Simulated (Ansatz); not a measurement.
## ZnS (F-43m), zone-centre modes

Method: DFT r2SCAN, scalar-relativistic, plane waves, PAW in Ansatz. The runs took a 500 eV cutoff, a Γ-centred 6×6×4 mesh and Gaussian smearing (0.05 eV). No spin polarisation.

Reference structure (as given, not relaxed at this level):

```
Zn S
1.0
     0.00000   -2.70465   -2.70465
     0.00000    2.70465   -2.70465
     5.40930    0.00000    0.00000
Zn S
2 2
Direct
  0.50000 0.50000 0.50000
  0.00000 0.00000 0.00000
  0.00000 0.50000 0.25000
  0.50000 0.00000 0.75000
```

Harmonic modes by finite displacements of 0.02 Å, without the LO–TO term. The cell doubles the primitive one, so its zone centre also holds the primitive cell's point q = (0, 1/2, 1/2).

**Question.** At this geometry, is the structure stable against these modes?

**Answer.** Yes: no mode is imaginary beyond 10 cm⁻¹, and only the three translations lie near zero.

**Question.** List the wavenumbers in cm⁻¹.

**Answer.** 0, 0, 0, 94, 94, 210, 268, 268, 268, 303, 303, 323.

Cost: 1 run of about 0.73 core-minutes, on Oxide Virtual Turin-like Processor (Zen 5) (shared hosts).